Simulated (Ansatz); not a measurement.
Zone-centre phonons of ZnO at 35 GPa: input and output

Level of theory: Ansatz, DFT LDA, scalar-relativistic, plane waves, PAW.

Launched with:
```bash
ansatz run input.yaml --threads 1 --pin off --max-ram 3072MiB --backend cpu --events-out ev --progress --plain --runs-dir out
```

Input (bare energies are in eV):
```yaml
crystal:
  lattice:
    - [3.0168108473, 0.0, 0.0]
    - [-1.5084054237, 2.6126348321, 0.0]
    - [0.0, 0.0, 4.9280315245]
  atoms:
    - { symbol: Zn, position: [0.3333333333, 0.6666666667, 0.0036585623] }
    - { symbol: Zn, position: [0.6666666667, 0.3333333333, 0.5036585623] }
    - { symbol: O, position: [0.3333333333, 0.6666666667, 0.3784414377] }
    - { symbol: O, position: [0.6666666667, 0.3333333333, 0.8784414377] }
basis:
  ecutwfc: 420
kpoints:
  mp_grid: { grid: [12, 12, 6] }
hamiltonian:
  xc: lda
scf:
  occupations: { method: fixed }
output:
  eigenvalues: true
phonons:
  method: dfpt
  dielectric: true
  rigid_motions: translations
  eigenvectors: true
```

Results section of the output:
```
--- Phonons (Γ-DFPT): 4 representative perturbations + reference, on 242 of 864 k-points (Σ response iterations 13) ---
  k mesh reduced under 2 symmetry operations, with k and −k counted as one. Each operation leaves every solved perturbation unchanged. A smaller set is not considered because the run solves the response ...
  ASR residual: 4.109e-5 → 0.000e0 eV/Å²; symmetrization residual: 3.859e-6 eV/Å²
  ASR residual per site (eV/Å²): 3.39e-5 3.39e-5 4.11e-5 4.11e-5
  Γ frequencies (cm⁻¹): 0.00 0.00 0.00 14.47 14.47 298.65 537.16 538.29 538.29 581.45 581.45 693.43
  ε∞ (high-frequency dielectric tensor):
        4.659518    -0.000000     0.000000
       -0.000000     4.659518    -0.000000
        0.000000    -0.000000     4.747723
  ε⁰ (static dielectric tensor: ions relaxed, cell fixed):
        7.348189    -0.000000     0.000000
       -0.000000     7.348189     0.000000
        0.000000     0.000000     7.639456
  ε⁰ − ε∞ (ionic part):
        2.688671    -0.000000     0.000000
       -0.000000     2.688671     0.000000
        0.000000     0.000000     2.891733
  softest optical mode at Γ: 14.47 cm⁻¹; the repairs (sum rule, projections) moved no ω² at Γ by more than (1.22 cm⁻¹)²
  Born effective charges Z* (e; rows j = field, columns β = displacement):
    site 0:
         1.98804    0.00000   -0.00000
        -0.00000    1.98804   -0.00000
        -0.00000    0.00000    2.05740
    site 1:
         1.98804    0.00000    0.00000
        -0.00000    1.98804   -0.00000
         0.00000    0.00000    2.05740
    site 2:
        -1.98804   -0.00000    0.00000
         0.00000   -1.98804    0.00000
        -0.00000   -0.00000   -2.05740
    site 3:
        -1.98804   -0.00000   -0.00000
        -0.00000   -1.98804   -0.00000
         0.00000    0.00000   -2.05740
  Z* charge neutrality: 2.986e-3 e pre-enforcement
  solved inside a basis spanned on kpoints, on 14×14×8 k-points, its susceptibility summed on 18×18×10: ε∞ is read to err by 1.5e-2, Z* by 1.6e-2 e (field_mesh: kpoints solves on kpoints); Z* is corrected for ...
  optical modes at Γ without the LO–TO term, one row a degenerate level:
      ω (cm⁻¹) modes IR ((D/Å)²/amu)
         14.47      2             0.0000
        298.65      1             0.0000
        537.16      1            15.1952
        538.29      2            28.3756
        581.45      2             0.0000
        693.43      1             0.0000
  optical modes at Γ + LO–TO along q̂ = [1.0000, 0.0000, 0.0000]:
      ω (cm⁻¹) modes IR ((D/Å)²/amu)
         14.47      2             0.0000
        298.65      1             0.0000
        537.16      1            15.1952
        538.29      1            14.1878
        581.45      2             0.0000
        675.99      1            14.1878
        693.43      1             0.0000
  optical modes at Γ + LO–TO along q̂ = [0.0000, 1.0000, 0.0000]:
      ω (cm⁻¹) modes IR ((D/Å)²/amu)
         14.47      2             0.0000
        298.65      1             0.0000
        537.16      1            15.1952
        538.29      1            14.1878
        581.45      2             0.0000
        675.99      1            14.1878
        693.43      1             0.0000
  optical modes at Γ + LO–TO along q̂ = [0.0000, 0.0000, 1.0000]:
      ω (cm⁻¹) modes IR ((D/Å)²/amu)
         14.47      2             0.0000
        298.65      1             0.0000
        538.29      2            28.3756
        581.45      2             0.0000
        681.38      1            15.1952
        693.43      1             0.0000
```

It took 87 s on 1 thread of AMD EPYC 9R45 96-Core Processor (Zen 5) (shared host), peak memory 1.6 GiB.

The real crystal has changed phase below this pressure. The run warned that the force constants aren't converged on this k mesh, so the frequencies and all that is formed from them are rough.